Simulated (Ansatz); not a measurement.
## Cs₂LiIrC₆N₆: checking a database structure before trusting its electric field gradients

The cell is a COD entry, taken as it stands.

Space group Fm-3m (No. 225); a = 10.7200 Å.

```
site  Wyckoff  site symmetry       x       y       z
  Cs       8c           -43m  0.2500  0.2500  0.2500
  Li       4b           m-3m  0.5000  0.5000  0.5000
  Ir       4a           m-3m  0.0000  0.0000  0.0000
   C      24e           4m.m  0.5000  0.5000  0.1868
   N      24e           4m.m  0.5000  0.5000  0.2926
```

One atom of each set is listed; the run and its k-mesh use a cell of 16 atoms with edges of 7.58, 7.58, 7.58 Å.

Method: Kohn–Sham DFT in Ansatz, PBE, plane waves and PAW (field gradients read without the response of the frozen cores, which leaves them typically 4 to 6 % off), scalar-relativistic, 420 eV cutoff, Γ-centred 6×6×6 k-points, Fermi–Dirac smearing 0.05 eV.

Task: Do the atoms and the cell lie near the calculated equilibrium?

Result: No. The largest force is 4.4 eV/Å, on atom 13 (N: 1 C at 1.13 Å, 1 Li at 2.22 Å, angle 180°; also 1 Ir at 3.14 Å), and the pressure is 6.2 GPa. Such values can come from imprecise or misplaced coordinates, missing atoms or a wrong setting of the space group; the run alone doesn't tell which, and gradients calculated on this entry can't be taken for those of the compound at ambient conditions.
